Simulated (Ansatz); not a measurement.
Input:

Cs2LiIrC6N6:
```
CELL_PARAMETERS angstrom
      0.00000     5.35960     5.35960
      5.35960     0.00000     5.35960
      5.35960     5.35960     0.00000
ATOMIC_POSITIONS crystal
  Cs 0.75000 0.75000 0.75000
  Cs 0.25000 0.25000 0.25000
  Li 0.50000 0.50000 0.50000
  Ir 0.00000 0.00000 0.00000
  C  0.81269 0.18731 0.18731
  C  0.18731 0.81269 0.81269
  C  0.18731 0.81269 0.18731
  C  0.81269 0.18731 0.81269
  C  0.18731 0.18731 0.81269
  C  0.81269 0.81269 0.18731
  N  0.29568 0.70432 0.70432
  N  0.70432 0.29568 0.29568
  N  0.70432 0.29568 0.70432
  N  0.29568 0.70432 0.29568
  N  0.70432 0.70432 0.29568
  N  0.29568 0.29568 0.70432
```

This is the r²SCAN-relaxed structure.

All from plane-wave PAW r²SCAN (Ansatz code), unless another level is named. Estimate the electron effective mass.

1.6 mₑ (isotropic).

What about the electron effective mass with spin–orbit coupling?

1.5 mₑ (isotropic).

Give the weight of the conduction-edge state by species (Voronoi cells).

C 47 %, N 31 %, Cs 11 %, Ir 10 %.

Space group Fm-3m. The workflow started from a Materials Project entry (that database holds measured and hypothetical structures alike); the Crystallography Open Database files this formula in space group No. 225, but the cells were not matched. Whether it is the stable phase at ambient conditions was not checked. Symmetry was held in the r²SCAN relaxation; whether a distortion lowers the energy is not shown. The run is not spin-polarised. Spin–orbit coupling is left out wherever it is not named.

Potentials: the later of the program's two PAW sets.

Edges and masses are those of Kohn–Sham bands, whose gap is no quasiparticle gap.
